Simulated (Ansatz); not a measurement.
TiGa$_{3}$, DFT, PBEsol, PAW with Ansatz's default frozen-core files, scalar-relativistic (Ansatz 0.2.0), run on 1 thread of AMD EPYC 9R45 96-Core Processor (Zen 5) on a shared host.

The geometry is COD entry 1522707, unchecked; take it as a test cell. The listed cell was then made from it by scaling, straining or moving an atom.

Command: `ansatz run input.yaml --threads 1 --pin off --max-ram 4096MiB --backend cpu --events-out ev --progress --plain --runs-dir out`

```yaml
crystal:
  lattice:
    - [-1.8945, 1.8945, 4.27966]
    - [1.8945, -1.8945, 4.27966]
    - [1.8945, 1.8945, -4.27966]
  atoms:
    - { symbol: Ti, position: [0.0, 0.0, 0.0] }
    - { symbol: Ga, position: [0.5, 0.5, 0.0] }
    - { symbol: Ga, position: [0.75, 0.25, 0.5] }
    - { symbol: Ga, position: [0.25, 0.75, 0.5] }
kpoints:
  mp_grid: { grid: [14, 14, 14] }
scf:
  occupations: { method: fermi_dirac, width: 0.05 }
hamiltonian:
  xc: pbesol
  pseudopotentials: { kind: paw }
output:
  forces: true
  stress: true
  eigenvalues: true
  efg: { contact_densities: true }
```

Problem. How large is the problem that the program sets up?

Solution. 244 irreducible k-points, 1203 plane waves at Γ, 31 bands.

Problem. Estimate the wall time and the peak memory.

Solution. 7.7 s of wall time for 7 SCF iterations, with a peak of 0.73 GiB. Times on shared machines scatter by tens of per cent.

Problem. And the same cell and mesh by crystal-made all-electron datasets, asked for forces, stress, eigenvalues, efg, on the same hardware?

Solution. 29 s, peak memory 1.4 GiB.
